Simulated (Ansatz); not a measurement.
Ti (bcc (W type), Im-3m) under volume change, r²SCAN (plane waves, PAW; program Ansatz), scaled uniformly.

```json
[
 {"V (Å³/atom)": "15.643", "E − E(relaxed) (meV/atom)": "55.7", "P (GPa)": "12.33"},
 {"V (Å³/atom)": "16.159", "E − E(relaxed) (meV/atom)": "23.6", "P (GPa)": "7.67"},
 {"V (Å³/atom)": "16.674", "E − E(relaxed) (meV/atom)": "5.6", "P (GPa)": "3.58"},
 {"V (Å³/atom)": "17.190", "E − E(relaxed) (meV/atom)": "0.0", "P (GPa)": "0.00"},
 {"V (Å³/atom)": "17.706", "E − E(relaxed) (meV/atom)": "5.1", "P (GPa)": "-3.13"},
 {"V (Å³/atom)": "18.221", "E − E(relaxed) (meV/atom)": "19.7", "P (GPa)": "-5.87"},
 {"V (Å³/atom)": "18.737", "E − E(relaxed) (meV/atom)": "42.6", "P (GPa)": "-8.27"}
]
```

Question: What does a third-order Birch–Murnaghan fit give for V₀, B₀ and B′?

Answer: V₀ = 17.19 Å³/atom, B₀ = 111 GPa, B′ = 3.4.

This is a known high-temperature phase of the composition, computed here at zero pressure and temperature. The r²SCAN relaxation kept the symmetry of its start. At this level the phase is mechanically unstable. The run is not spin-polarised.

Potentials: the later of the program's two PAW sets.
